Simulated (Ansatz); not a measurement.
A crystal relaxed with r2SCAN in Ansatz 0.2.0 has space group P6_3/m (No. 176) and a = 7.606 Å, c = 2.906 Å.

```
atom  site       x       y       z
  Xx    6h  0.2306  0.8246  0.7500
   N    2d  0.3333  0.6667  0.7500
   N    6h  0.9687  0.6697  0.7500
```

The r2SCAN gap is indirect, 4.99 eV (Γ–A (0.34 of the way from Γ) to Γ), below the direct gap of 5.20 eV at Γ. With HSE06 the valence top lies at Γ–A (0.34 of the way from Γ) and the conduction bottom at Γ, 5.77 eV higher; the smallest vertical gap, at Γ, is 6.01 eV. Meshes: r2SCAN 6×6×8, HSE06 3×3×6. r2SCAN's ε∞ is 4.0 along x and y, 4.1 along z.

Problem. Which element is Xx?
A. Ge
B. Si
C. Sn
D. Pb

Solution. B. Xx is Si: Si3N4 (P6_3/m) from a database structure. Si has 4 N at 1.73–1.74 Å; N has 3 Si at 1.73 Å; N has 3 Si at 1.73–1.74 Å.

The values are computed, spin-unpolarised, and not measurements.

Where an edge lies off the special points, it is a point of the mesh or the k point where a search put PBE's edge or least direct gap, reused for the other functionals, whose own edges may lie a little apart.

The meshes of the hybrids are coarse, so their gaps aren't converged to the digits shown.

For a response run the program warns that the ground state's bands aren't all converged, so ε∞ carries an extra error.
